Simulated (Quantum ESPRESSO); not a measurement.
## In3MgO5F (input and log of a self-consistent run)

Simulated, not a measurement. The program is pw.x of Quantum ESPRESSO 7.5 (plane-wave density functional theory). The cell is made up: 10 atoms on a corundum lattice, with randomly drawn elements, strain and displacements, not relaxed. PseudoDojo standard norm-conserving files (v0.5 for PBE, v0.4.1 for LDA and PBEsol) set the functional; there is no spin polarisation, spin-orbit coupling or dispersion term, and the masses in the input are unused placeholders.

Input:

```
&control calculation='scf', pseudo_dir='./dojo.nc.sr.pbe.v0_5.standard.upf', outdir='./o', disk_io='low', tprnfor=.true., tstress=.true. /
&system ibrav=0, nat=10, ntyp=4, nbnd=49, ecutwfc=105.61755193, nosym=.true., tot_charge=0,
 occupations='smearing', smearing='fd', degauss=0.0018374661
/
&electrons conv_thr=7.350e-09, electron_maxstep=60, /
ATOMIC_SPECIES
F 1.0 F.upf
In 1.0 In.upf
Mg 1.0 Mg.upf
O 1.0 O.upf
CELL_PARAMETERS angstrom
2.7716 1.6617 4.9316
-2.8991 1.6646 5.003
-0.0612 -3.3667 4.9805
ATOMIC_POSITIONS angstrom
In -0.0467 0.0263 5.244
In -0.0052 0.0002 2.202
Mg -0.1021 -0.0151 9.6304
In -0.1695 -0.0438 12.7107
O -1.1928 1.6364 8.7356
O -1.0394 -1.795 8.6723
F 1.839 0.1148 8.6821
O 1.04 -1.7179 6.2145
O 0.7573 1.8201 6.1777
O -2.0515 -0.1205 6.276
K_POINTS automatic
7 7 7 1 1 1
```

The log is shortened where brackets say so; the opening notice, blank lines, dates and the lines on written files are dropped, and the path of the files is cut. It prints rydbergs, bohrs and kilobars, and counts compression as positive stress.

```
     Program PWSCF v.7.5
     Parallel version (MPI & OpenMP), running on       4 processor cores
     Number of MPI processes:                 4
     Threads/MPI process:                     1
     [start-up lines left out]
     bravais-lattice index     =            0
     lattice parameter (alat)  =      11.1420  a.u.
     unit-cell volume          =     956.7992 (a.u.)^3
     number of atoms/cell      =           10
     number of atomic types    =            4
     number of electrons       =        86.00
     number of Kohn-Sham states=           49
     kinetic-energy cutoff     =     105.6176  Ry
     charge density cutoff     =     422.4702  Ry
     scf convergence threshold =      7.3E-09
     mixing beta               =       0.7000
     number of iterations used =            8  plain     mixing
     Exchange-correlation= PBE
                           (   1   4   3   4   0   0   0)
     [axes and pseudopotential details left out]
   Cartesian axes
     site n.     atom                  positions (alat units)
         1        In     tau(   1) = (  -0.0079205   0.0044606   0.8894053  )
         2        In     tau(   2) = (  -0.0008819   0.0000339   0.3734688  )
         3        Mg     tau(   3) = (  -0.0173166  -0.0025610   1.6333580  )
         4        In     tau(   4) = (  -0.0287479  -0.0074287   2.1557903  )
         5        O      tau(   5) = (  -0.2023041   0.2775406   1.4815960  )
         6        O      tau(   6) = (  -0.1762868  -0.3044399   1.4708600  )
         7        F      tau(   7) = (   0.3119024   0.0194706   1.4725222  )
         8        O      tau(   8) = (   0.1763886  -0.2913634   1.0540064  )
         9        O      tau(   9) = (   0.1284414   0.3086969   1.0477650  )
        10        O      tau(  10) = (  -0.3479434  -0.0204373   1.0644371  )
     number of k points=   172  Fermi-Dirac smearing, width (Ry)=  0.0018
     Number of k-points >= 100: set verbosity='high' to print them.
     Dense  grid:   140313 G-vectors     FFT dimensions: (  75,  75,  75)
     Estimated max dynamical RAM per process >     774.18 MB
     Estimated total dynamical RAM >       2.92 GB
     Initial potential from superposition of free atoms
     starting charge      85.9875, renormalised to      86.0000
     Starting wfcs are   56 randomized atomic wfcs
     total cpu time spent up to now is       27.3 secs
     per-process dynamical memory:   700.3 Mb
     Self-consistent Calculation
     iteration #  1     ecut=   105.62 Ry     beta= 0.70
     Davidson diagonalization with overlap
     ethr =  1.00E-02,  avg # of iterations =  2.6
     total cpu time spent up to now is       88.6 secs
     total energy              =    -731.06106435 Ry
     estimated scf accuracy    <       2.80799966 Ry
     iteration #  2     ecut=   105.62 Ry     beta= 0.70
     Davidson diagonalization with overlap
     ethr =  3.27E-03,  avg # of iterations =  3.0
     total cpu time spent up to now is      168.1 secs
     total energy              =    -731.55684927 Ry
     estimated scf accuracy    <       5.26930247 Ry
     iteration #  3     ecut=   105.62 Ry     beta= 0.70
     Davidson diagonalization with overlap
     ethr =  3.27E-03,  avg # of iterations =  2.0
     total cpu time spent up to now is      243.7 secs
     total energy              =    -732.47901143 Ry
     estimated scf accuracy    <       0.09006668 Ry
     iteration #  4     ecut=   105.62 Ry     beta= 0.70
     Davidson diagonalization with overlap
     ethr =  1.05E-04,  avg # of iterations =  4.6
     total cpu time spent up to now is      342.2 secs
     total energy              =    -732.50935164 Ry
     estimated scf accuracy    <       0.01081275 Ry
     iteration #  5     ecut=   105.62 Ry     beta= 0.70
     Davidson diagonalization with overlap
     ethr =  1.26E-05,  avg # of iterations =  6.0
     total cpu time spent up to now is      433.1 secs
     total energy              =    -732.50938727 Ry
     estimated scf accuracy    <       0.01235612 Ry
     [iterations 6 to 9 left out]
     iteration # 10     ecut=   105.62 Ry     beta= 0.70
     Davidson diagonalization with overlap
     ethr =  4.33E-09,  avg # of iterations =  3.9
     total cpu time spent up to now is      828.7 secs
     total energy              =    -732.51110912 Ry
     estimated scf accuracy    <       0.00000257 Ry
     iteration # 11     ecut=   105.62 Ry     beta= 0.70
     Davidson diagonalization with overlap
     ethr =  2.98E-09,  avg # of iterations =  2.0
     total cpu time spent up to now is      916.0 secs
     total energy              =    -732.51110917 Ry
     estimated scf accuracy    <       0.00000054 Ry
     iteration # 12     ecut=   105.62 Ry     beta= 0.70
     Davidson diagonalization with overlap
     ethr =  6.26E-10,  avg # of iterations =  2.0
     total cpu time spent up to now is      995.8 secs
     total energy              =    -732.51110930 Ry
     estimated scf accuracy    <       0.00000002 Ry
     iteration # 13     ecut=   105.62 Ry     beta= 0.70
     Davidson diagonalization with overlap
     ethr =  2.29E-11,  avg # of iterations =  4.6
     total cpu time spent up to now is     1090.6 secs
     total energy              =    -732.51110931 Ry
     estimated scf accuracy    <       0.00000003 Ry
     iteration # 14     ecut=   105.62 Ry     beta= 0.70
     Davidson diagonalization with overlap
     ethr =  2.29E-11,  avg # of iterations =  2.0
     total cpu time spent up to now is     1160.2 secs
     End of self-consistent calculation
     [lines on levels left out]
!    total energy              =    -732.51110931 Ry
     estimated scf accuracy    <          5.6E-09 Ry
     smearing contrib. (-TS)   =      -0.00000000 Ry
     internal energy E=F+TS    =    -732.51110931 Ry
     The total energy is F=E-TS. E is the sum of the following terms:
     one-electron contribution =    -254.90336815 Ry
     hartree contribution      =     184.03136627 Ry
     xc contribution           =    -189.04833841 Ry
     ewald contribution        =    -472.59076901 Ry
     convergence has been achieved in  14 iterations
     Forces acting on atoms (cartesian axes, Ry/au):
     atom    1 type  2   force =     0.01383868    0.03338055    0.06187743
     atom    2 type  2   force =     0.01464289    0.03674261   -0.05896605
     atom    3 type  3   force =    -0.03589870   -0.00464173    0.01678637
     atom    4 type  2   force =     0.01195144   -0.04287240   -0.03504323
     atom    5 type  4   force =    -0.03041034   -0.00164024    0.00015690
     atom    6 type  4   force =     0.03649651   -0.02587006    0.01805407
     atom    7 type  1   force =    -0.02460854   -0.00022434    0.01242737
     atom    8 type  4   force =     0.00518456    0.01748179   -0.00471691
     atom    9 type  4   force =     0.01469130    0.01080512    0.00111058
     atom   10 type  4   force =    -0.00588779   -0.02316131   -0.01168653
     Total force =     0.142787     Total SCF correction =     0.000076
     Computing stress (Cartesian axis) and pressure
          total   stress  (Ry/bohr**3)                   (kbar)     P=     -101.64
  -0.00085834   0.00011421   0.00000083         -126.27       16.80        0.12
   0.00011421  -0.00080209   0.00013529           16.80     -117.99       19.90
   0.00000083   0.00013529  -0.00041245            0.12       19.90      -60.67
     init_run     :     23.98s CPU     25.35s WALL (       1 calls)
     electrons    :   1125.75s CPU   1132.87s WALL (       1 calls)
     forces       :     10.32s CPU     10.38s WALL (       1 calls)
     stress       :     33.89s CPU     33.89s WALL (       1 calls)
     [timing details left out]
     PWSCF        :  19m56.53s CPU  20m 5.50s WALL
     JOB DONE.
```

In other units: free energy -9966.321 eV for the cell, pressure -10.16 GPa, largest force component 1.591 eV/Å. This run is the check on a run of the same cell at a cutoff of 1143 eV and k mesh 5 x 5 x 5: rerunning at a cutoff of 1437 eV and k mesh 7 x 7 x 7 moved values by no more than 0.003 eV in energy, 0.03 GPa in stress and 0.002 eV/Å in force.